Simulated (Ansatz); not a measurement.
A geometry of Al₂Cu away from equilibrium: the start of the relaxation of a generated trial cell of Al2Cu in the MoSi2 structure type. Calculation: PBE (plane waves to 420 eV, PAW, scalar-relativistic; Ansatz, an electronic-structure program). Γ-centred k-mesh 14×14×14 on the run's cell (coarser than for final values), Fermi–Dirac smearing 0.05 eV.

```xyz
3
Lattice="-1.6693 1.6693 4.0857 1.6693 -1.6693 4.0857 1.6693 1.6693 -4.0857" Properties=species:S:1:pos:R:3:forces:R:3 pbc="T T T" free_energy=-7700.227 pressure_GPa=-1.5
Cu     0.0000     0.0000     0.0000    0.0000    0.0000    0.0000
Al     0.0000     0.0000     2.7399    0.0000    0.0000    0.2643
Al     0.0000     0.0000     5.4315    0.0000    0.0000   -0.2643
```

Positions in Å, forces in eV/Å, free energy of the cell in eV (comparable only within this code, potentials and settings). Largest force: 0.26 eV/Å, on Al2, Al3 (atoms numbered as listed); the geometry lies 0.01 eV/atom above the end of its relaxation.

No spin polarisation in the result.

The run could not lower the symmetry of its start; a shaken copy of this end point relaxes with PBE to C2/m (No. 12) at a tolerance of 0.01 Å, Immm (No. 71) at 0.1 Å, 0.05 eV/atom lower.

The first start was generated by placing the elements on the sites of a structure type. Materials Project lists a structure of Al2Cu in the same space group, I4/mmm (No. 139); the sites were not compared with it, nor with measured phases. Known forms of Al2Cu include space group No. 140.
